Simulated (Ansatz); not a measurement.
Re3W: computed property card

Re3W:
```cif
data_Re3W
_chemical_formula_sum 'Re3 W1'
_space_group_name_H-M_alt 'P 1'
_space_group_IT_number 1
_cell_length_a 4.78838
_cell_length_b 4.78838
_cell_length_c 4.78838
_cell_angle_alpha 131.876
_cell_angle_beta 131.876
_cell_angle_gamma 70.424
loop_
_space_group_symop_operation_xyz
  'x, y, z'
loop_
_atom_site_label
_atom_site_type_symbol
_atom_site_fract_x
_atom_site_fract_y
_atom_site_fract_z
_atom_site_occupancy
Re1 Re 0.75000 0.25000 0.50000 1
Re2 Re 0.25000 0.75000 0.50000 1
Re3 Re 0.50000 0.50000 0.00000 1
W1 W 0.00000 0.00000 0.00000 1
```

Space group I4/mmm (No. 139); conventional cell a = b = 3.905 Å, c = 7.824 Å, α = β = γ = 90.00°.

Method: plane-wave PAW PBEsol (Ansatz code). Geometry: relaxed at this level of theory. Other levels are named where they apply.

**Cell and energy**

* **Volume per atom**: 14.91 Å³
* **Density**: 20.67 g/cm³
* **Formation energy from the elements (no fitted shifts)**: 0.14 eV/atom

**Electronic structure**

- Electronic character: metallic (no gap)
- Density of states at the Fermi level: 0.77 states/eV per atom (mean over ±0.08 eV)
- Gap with spin–orbit coupling: none (metallic)

**Mechanics**

- Bulk modulus (Birch–Murnaghan fit) = 366 GPa
- Pressure derivative B′ = 4.3

**Phonons**

Highest zone-centre frequency: 216 cm⁻¹
Zone-centre stability: no imaginary mode at Γ

The workflow started from a Materials Project entry (that database holds measured and hypothetical structures alike); the Crystallography Open Database copy checked does not list it. Its standing as an ambient phase is unchecked. Symmetry was held in the PBEsol relaxation. No spin polarisation was allowed. As this level gives no gap, phonon frequencies hold no LO–TO term and depend on the k-mesh and smearing (Fermi–Dirac, 0.1 eV here). Axis ratios of metals converge slowly with the k-mesh, so a and c are less sure than the volume. The references are the lowest solids computed at this level, not always the standard phases. Spin–orbit coupling is left out wherever it is not named.

Potentials: the later of the program's two PAW sets.
